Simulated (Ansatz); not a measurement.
Data:

TiP:
```cif
data_P4Ti4
_chemical_formula_sum 'Ti4 P4'
_space_group_name_H-M_alt 'P 1'
_space_group_IT_number 1
_cell_length_a 3.45453
_cell_length_b 3.45453
_cell_length_c 11.60706
_cell_angle_alpha 90.000
_cell_angle_beta 90.000
_cell_angle_gamma 120.000
loop_
_space_group_symop_operation_xyz
  'x, y, z'
loop_
_atom_site_label
_atom_site_type_symbol
_atom_site_fract_x
_atom_site_fract_y
_atom_site_fract_z
_atom_site_occupancy
Ti1 Ti 0.33333 0.66667 0.38381 1
Ti2 Ti 0.66667 0.33333 0.61619 1
Ti3 Ti 0.66667 0.33333 0.88381 1
Ti4 Ti 0.33333 0.66667 0.11619 1
P1 P 0.66667 0.33333 0.25000 1
P2 P 0.33333 0.66667 0.75000 1
P3 P 0.00000 0.00000 0.50000 1
P4 P 0.00000 0.00000 0.00000 1
```

This is the PBEsol-relaxed structure.

**Question.** All from PBEsol (plane waves, PAW; program Ansatz), unless another level is named. Estimate the highest zone-centre frequency.

**Answer.** 426 cm^-1.

**Question.** Give the Young's modulus.

**Answer.** 242 GPa.

Space group P6_3/mmc. The first step of the workflow began from a Materials Project structure, measured or hypothetical; the Crystallography Open Database files this formula in space group No. 194, but the cells were not matched. Whether it is the stable phase at ambient conditions was not checked. The cell was relaxed with PBEsol under the symmetry of its start; whether a distortion lowers the energy is not shown. The run is not spin-polarised. As this level gives no gap, phonon frequencies hold no LO–TO term and depend on the k-mesh and smearing (Fermi–Dirac, 0.1 eV here).

Potentials: the later of the program's two PAW sets.
